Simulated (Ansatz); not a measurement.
In DFT-r²SCAN+D4 in the program Ansatz with PAW potentials, Ge2Sb2Te5 in the trigonal phase (P-3m1; Pearson symbol hP9) relaxes to a = 4.218 Å, c = 17.946 Å. Sb has 6 nearest neighbours from 2.99 Å (octahedral); Te on 1a has 6 nearest neighbours from 3.16 Å (octahedral). Against the elements it lies at -0.075 eV/atom, with no fitted shifts.

Electronic character: no gap, with almost no states at the Fermi level (zero-gap or semimetallic).

The relaxed-ion elastic constants in GPa are C11 = 73.3, C12 = 23.0, C13 = 15.9, C14 = -10.0, C33 = 27.0, C44 = 20.2. The elastic constants imply a Debye temperature near 183 K. The highest mode at Γ lies at 189 cm⁻¹.

The r²SCAN+D4 relaxation kept the symmetry of its start. A small band overlap can be real or an error of a semilocal functional. As this level gives no gap, shear constants depend on the k-mesh and smearing (Fermi–Dirac, 0.1 eV here). As this level gives no gap, phonon frequencies hold no LO–TO term and depend on the k-mesh and smearing (Fermi–Dirac, 0.1 eV here). The references are the lowest solids computed at this level, not always the standard phases. Scalar-relativistic: spin–orbit coupling is off unless named, which matters more the heavier the elements.

Potentials: the later of the program's two PAW sets.
